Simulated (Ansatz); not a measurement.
Given:

GaSb:
Space group Immm (No. 71); a = 3.211 Å, b = 5.094 Å, c = 5.695 Å, α = 90.00°, β = 90.00°, γ = 90.00°

```csv
atom,site,symmetry,x,y,z
Ga,2a,mmm,0.0000,0.0000,0.0000
Sb,2c,mmm,0.0000,0.0000,0.5000
```
(The calculation used a cell of 2 atoms; values per cell refer to that cell.)

This is the r²SCAN-relaxed structure.

Question: All from r²SCAN (plane waves, PAW; program Ansatz), unless another level is named. Estimate the electronic character.

Answer: metallic (no gap).

Question: Next, the density of states at the Fermi level?

Answer: 0.35 states/eV per atom (mean over ±0.08 eV).

Question: Predict the formation energy from the elements (no fitted shifts).

Answer: 0.080 eV/atom.

Question: Predict the gap with spin–orbit coupling.

Answer: none (metallic).

The first step of the workflow began from a Materials Project structure, measured or hypothetical; the Crystallography Open Database copy checked does not list it. It is not the phase usual at ambient conditions (space group No. 216). The r²SCAN relaxation kept the symmetry of its start; phonons show weakly imaginary modes. The references are the lowest solids computed at this level, not always the standard phases. Spin–orbit coupling is left out wherever it is not named.

Potentials: the later of the program's two PAW sets.
